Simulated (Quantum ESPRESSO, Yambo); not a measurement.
## KCaF$_{3}$: DFT and GW levels

```
CELL_PARAMETERS angstrom
      4.48173     0.00000     0.00000
      0.00000     4.48173     0.00000
      0.00000     0.00000     4.48173
ATOMIC_POSITIONS crystal
  F  0.00000 0.50000 0.00000
  F  0.50000 0.00000 0.00000
  F  0.00000 0.00000 0.50000
  K  0.50000 0.50000 0.50000
  Ca 0.00000 0.00000 0.00000
```

The geometry is that of Materials Project entry mp-4950, symmetrised and not relaxed again.

Starting point: norm-conserving PBEsol (Quantum ESPRESSO, 84 Ry, scalar-relativistic). G0W0 in Yambo: 4×4×4 Γ-centred k mesh, 133 bands and a 7 Ry block in the screening, 133 bands in G with the Bruneval-Gonze terminator, plasmon pole fitted at 27.2 eV.

```
Quantity                                            Result
-------------------------------------------------  -------
PBEsol gap along the band path                     6.06 eV
PBEsol gap between the mesh's edge points (R → Γ)  6.06 eV
G0W0 gap between the same points                   9.74 eV
PBEsol smallest direct gap on the mesh (at Γ)      6.24 eV
G0W0 direct gap at that point                      9.91 eV
```

```json
[
 {"k point": "Γ", "band": "VB", "E PBEsol (eV)": "-0.18", "E QP (eV)": "-2.70", "shift (eV)": "-2.52", "Z": "0.81"},
 {"k point": "Γ", "band": "CB", "E PBEsol (eV)": "6.06", "E QP (eV)": "7.21", "shift (eV)": "1.15", "Z": "0.90"},
 {"k point": "X", "band": "VB", "E PBEsol (eV)": "-0.25", "E QP (eV)": "-2.78", "shift (eV)": "-2.53", "Z": "0.81"},
 {"k point": "X", "band": "CB", "E PBEsol (eV)": "8.14", "E QP (eV)": "9.62", "shift (eV)": "1.49", "Z": "0.89"},
 {"k point": "M", "band": "VB", "E PBEsol (eV)": "-0.01", "E QP (eV)": "-2.56", "shift (eV)": "-2.55", "Z": "0.81"},
 {"k point": "M", "band": "CB", "E PBEsol (eV)": "9.10", "E QP (eV)": "11.29", "shift (eV)": "2.19", "Z": "0.88"},
 {"k point": "R", "band": "VB", "E PBEsol (eV)": "0.00", "E QP (eV)": "-2.53", "shift (eV)": "-2.53", "Z": "0.81"},
 {"k point": "R", "band": "CB", "E PBEsol (eV)": "9.66", "E QP (eV)": "11.76", "shift (eV)": "2.10", "Z": "0.90"}
]
```

Energies count from the PBEsol valence-band maximum.

Nearest settings tried, and what they do to the gap: 65 bands in W: +131 meV; 6 Ry block (171 vectors against 203): +11 meV. Not varied: bands in G, mesh. So the settings aren't converged at that level.

The cell is held in this high symmetry; tilts and polar distortions were not searched.

The structure is a Materials Project entry; no match was found in the copy of COD used, and its stability was not checked.
